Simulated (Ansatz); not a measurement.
KI (rock salt, Fm-3m), the program Ansatz at the PBE level (PAW). The conduction-band minimum lies at Γ, with 1 equivalent valley. Second derivatives d²E/dk² of the lowest band at one valley (eV·Å²), along Cartesian directions:

| direction | d²E/dk² |
|---|---|
| [100] | 22.46 |
| [010] | 22.46 |
| [001] | 22.46 |
| [110] | 22.47 |
| [101] | 22.47 |
| [011] | 22.47 |

Problem. Find the principal effective masses, the density-of-states mass and the conductivity mass.

Solution. Off-diagonal terms follow from H_xy = H[110] − (H_xx + H_yy)/2, and m*/mₑ = 7.620 eV·Å² over each eigenvalue: 0.34, 0.34, 0.34. One valley's DOS mass (m₁m₂m₃)^(1/3) = 0.34, conductivity mass 3/(Σ 1/mᵢ) = 0.34 mₑ.

Problem. What effective density of states Nc follows at 300 K for parabolic valleys?

Solution. Nc = 2.509e19 × 1 × (0.34)^(3/2) ≈ 5.0e18 cm⁻³.

Symmetry was held in the PBE relaxation. Scalar-relativistic: spin–orbit coupling is off unless named, which matters more the heavier the elements.

Potentials: the later of the program's two PAW sets.

Edges and masses are those of Kohn–Sham bands, whose gap is no quasiparticle gap.
